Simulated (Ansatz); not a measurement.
Zn$_{2}$SnO$_{4}$:
```cif
data_O8Sn2Zn4
_chemical_formula_sum 'Zn4 Sn2 O8'
_space_group_name_H-M_alt 'P 1'
_space_group_IT_number 1
_cell_length_a 6.12582
_cell_length_b 6.12582
_cell_length_c 6.12582
_cell_angle_alpha 121.447
_cell_angle_beta 118.741
_cell_angle_gamma 89.853
loop_
_space_group_symop_operation_xyz
  'x, y, z'
loop_
_atom_site_label
_atom_site_type_symbol
_atom_site_fract_x
_atom_site_fract_y
_atom_site_fract_z
_atom_site_occupancy
Zn1 Zn 0.89189 0.14189 0.75000 1
Zn2 Zn 0.10811 0.85811 0.25000 1
Zn3 Zn 0.50000 0.50000 0.50000 1
Zn4 Zn 0.50000 0.00000 0.00000 1
Sn1 Sn 0.00000 0.50000 0.50000 1
Sn2 Sn 0.50000 0.50000 0.00000 1
O1 O 0.25284 0.73560 0.51723 1
O2 O 0.74716 0.26440 0.48277 1
O3 O 0.71837 0.73560 0.98277 1
O4 O 0.28163 0.26440 0.01723 1
O5 O 0.25099 0.26610 0.51512 1
O6 O 0.74901 0.73390 0.48488 1
O7 O 0.25099 0.73587 0.98488 1
O8 O 0.74901 0.26413 0.01512 1
```

Relaxed with PBEsol. 

Task: HSE06 on this cell (Ansatz, an electronic-structure program, PAW) gives a gap of 2.78 eV. What does PBEsol give?

Result: 0.92 eV.

Cost on shared cores: the PBEsol run (SCF on a 7×7×7 mesh, then bands and DOS) around 3.0 core-minutes (rough), the HSE06 run (SCF on 4×4×4, then a few points) about 10 core-minutes (a rough figure); the tasks are unlike.

Space group Imma. The first step of the workflow began from a Materials Project structure, measured or hypothetical; the Crystallography Open Database copy checked does not list it. Its standing as an ambient phase is unchecked. The PBEsol relaxation kept the symmetry of its start; its stability against distortions is not shown here. Scalar-relativistic: spin–orbit coupling is off unless named, which matters more the heavier the elements.

Potentials: the later of the program's two PAW sets.

Ansatz is a plane-wave DFT program.
